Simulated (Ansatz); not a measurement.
## KI: what each run costs

Cell: 2 atoms, space group Fm-3m, a = 4.996 Å, b = 4.996 Å, c = 4.996 Å, α = 60.00°, β = 60.00°, γ = 60.00°.

All runs are DFT with Ansatz 0.2.0 on 1 thread of Arm Neoverse V2 (aarch64; 8 cores open to the job, memory cap 3.0 GiB, no GPU), a shared host.

Task: Rank the runs by wall time, shortest first.
A. dielectric tensor by linear response, PBE, 420 eV, 7×7×7 k-points, fixed occupations
B. core holes on 2 sites, PBE, 420 eV, 3×3×3 k-points, fixed occupations, 16 atoms
C. relaxation of the ions, PBE, 420 eV, 7×7×7 k-points, smearing 0.02 eV

Result: C (3.6 s, 0.39 GiB), A (18 s, 0.49 GiB), B (2.2 min, 1.7 GiB).
